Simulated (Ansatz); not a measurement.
## HgPt: energy along a strain

HgPt, P4/mmm, a = 2.971 Å, c = 3.825 Å (as given, not relaxed at this level: 3.0 GPa). The structure is a COD entry; whether it is the stable form wasn't checked. Ansatz: PBEsol, PAW, 420 eV, Γ-centred 16×16×12 mesh on 2 atoms, Gaussian smearing 0.15 eV; no spin polarisation. Cell vectors (Å): 2.971 0.000 0.000; 0.000 2.971 0.000; 0.000 0.000 3.825. The cell is strained by x per cent times the pattern (1 -1 0 0 0 0) in the order xx yy zz yz xz xy (engineering shears), with fractional coordinates held. y is the free energy over the start, V0 = 16.881 Å³/atom. Symmetry makes y even in x.

| x (%) | y (meV/atom) |
| --- | --- |
| -6.00 | 48.97 |
| -3.00 | 12.12 |
| 0.00 | 0.00 |
| 0.75 | 0.75 |
| 1.50 | 3.01 |
| 2.25 | 6.78 |
| 3.75 | 19.05 |
| 4.50 | ? |
| 5.25 | 37.54 |

Fit y = c2 x² + c4 x⁴ to the other rows, get the stiffness along the pattern, and predict the missing energy.

Least squares on the rows shown. y = 1.3491 x² + 0.00034790 x⁴. The clamped-ion stiffness p·C·p = 2 × 13.49 eV × 160.2 / 16.881 Å³ = 256 GPa (second derivative at the start, which stands under stress). At x = 4.50 the fit asked for gives 27.46 meV/atom. The run gave 27.56 meV/atom, so the fit is 0.10 meV/atom too low, within twice the rms miss on the fitted rows (0.05 meV/atom).

Spin–orbit coupling is left out, which can shift energies with elements as heavy as these.